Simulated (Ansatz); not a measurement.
A geometry of NiCl2 away from equilibrium: step 17 of the relaxation of a generated trial cell of NiCl2. Calculation: PBE (plane waves to 420 eV, PAW, scalar-relativistic; Ansatz, a program for electronic structure). Γ-centred k-mesh 5×5×5 on the run's cell (coarser than for final values), Fermi–Dirac smearing 0.05 eV.

```yaml
crystal:
  lattice:
    - [5.65954, -3.16152, 0.00000]
    - [5.65954, 3.16152, 0.00000]
    - [0.00000, 0.00000, 3.26528]
  atoms:
    - { symbol: Cl, position: [0.12149, 0.62149, 0.75000] }
    - { symbol: Cl, position: [0.37851, 0.87851, 0.75000] }
    - { symbol: Cl, position: [0.62149, 0.12149, 0.25000] }
    - { symbol: Cl, position: [0.87851, 0.37851, 0.25000] }
    - { symbol: Ni, position: [0.75000, 0.25000, 0.75000] }
    - { symbol: Ni, position: [0.25000, 0.75000, 0.25000] }
```
Spin-polarised start, with parallel moments on Ni.

Task: Which atoms carry the largest force, and which way does it point?

Result: 0.02 eV/Å, on Cl1, Cl2, Cl3, Cl4 (atoms numbered as listed); on Cl2 its components are (-0.02, 0.00, 0.00).

Task: What is the pressure?

Result: +3.1 GPa, compression positive.

Task: How much energy per atom can still be gained by relaxing?

Result: 0.09 eV/atom; the path ends in Fmmm (No. 69).

No spin polarisation in the result: the starting moments vanished. A magnetic state may lie lower. The d or f electrons are treated with no Hubbard U. Without a van der Waals term the distances between weakly bound units are poorly fixed.

The run could not lose the symmetry of its start: the end is stationary, and may be a saddle point rather than a minimum.

The end of the path is a generated cell of NiCl2: the first start was made by placing the elements on the sites of a structure type, and the end was not matched to a known phase here, so it may be hypothetical.
